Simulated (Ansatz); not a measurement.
**Is this Zn2CdSe3 structure stable?**

The structure comes from a generated guess, relaxed at this level; another structure or a mixture of phases may lie lower.

Method: Ansatz, DFT PBE, scalar-relativistic, plane waves, PAW. The final run on the 6-atom cell used 420 eV, a Γ-centred 6×6×4 mesh, 0.02 eV smearing and no spin polarisation.

```
Zn Cd Se
1.0
     4.15357    0.00000    0.00000
    -2.07679    3.59710    0.00000
     0.00000    0.00000   10.25296
Zn Cd Se
2 1 3
Direct
  0.00000 0.00000 0.00734
  0.66667 0.33333 0.32503
  0.33333 0.66667 0.67089
  0.00000 0.00000 0.24950
  0.66667 0.33333 0.56636
  0.33333 0.66667 0.93090
```

The zero of energy is the elements' standard structures at the same level; no fitted shifts are applied.

Question: These tests were run: energy against the elements; random kick, then relaxation without symmetry; phonons on a 2×2×1 q mesh; elastic tensor. What do they show?

Answer:

```csv
test,result
energy against the elements,−0.664 eV/atom
"random kick, then relaxation without symmetry",returns
phonons on a 2×2×1 q mesh,no imaginary mode on the mesh
elastic tensor,least eigenvalue 13 GPa
```

It fails none of these tests. Other phases of the system weren't compared here, so this isn't yet thermodynamic stability.

The reference form of Se is held partly by dispersion forces, which this level lacks. The kick test ran on a coarse mesh. The run for the phonons used a 6×6×4 k mesh. The run for the elastic tensor used a 6×6×4 k mesh.
